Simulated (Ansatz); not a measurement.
Given:

TlBr:
Space group Fm-3m (No. 225); a = b = c = 6.421 Å, α = β = γ = 90.00°

| atom | site | symmetry | x | y | z |
|---|---|---|---|---|---|
| Tl | 4a | m-3m | 0.0000 | 0.0000 | 0.0000 |
| Br | 4b | m-3m | 0.5000 | 0.5000 | 0.5000 |
(The calculation used a cell of 2 atoms; values per cell refer to that cell.)

This is the LDA-relaxed structure.

### Question
All from DFT-LDA in the program Ansatz with PAW potentials, unless another level is named. Predict the HSE06 gap on the LDA cell.

### Answer
2.31 eV.

### Question
And the hole effective mass?

### Answer
0.29, 0.29, 0.31 mₑ (principal values).

### Question
Next, the electron effective mass with spin–orbit coupling?

### Answer
0.25 mₑ (isotropic).

### Question
And the formation energy from the elements (no fitted shifts)?

### Answer
-0.73 eV/atom.

### Question
And the weight of the valence-edge state by species (Voronoi cells)?

### Answer
Br 62 %, Tl 38 %.

### Question
Next, the weight of the conduction-edge state by species (Voronoi cells)?

### Answer
Tl 63 %, Br 37 %.

The first step of the workflow began from a Materials Project structure, measured or hypothetical; the Crystallography Open Database copy checked does not list it. COD files the formula under space group No. 221, so this cell is another polymorph or a model. Its standing as an ambient phase is unchecked. Symmetry was held in the LDA relaxation; whether a distortion lowers the energy is not shown. The references are the lowest solids computed at this level, not always the standard phases. Spin–orbit coupling is left out wherever it is not named.

Potentials: the later of the program's two PAW sets.
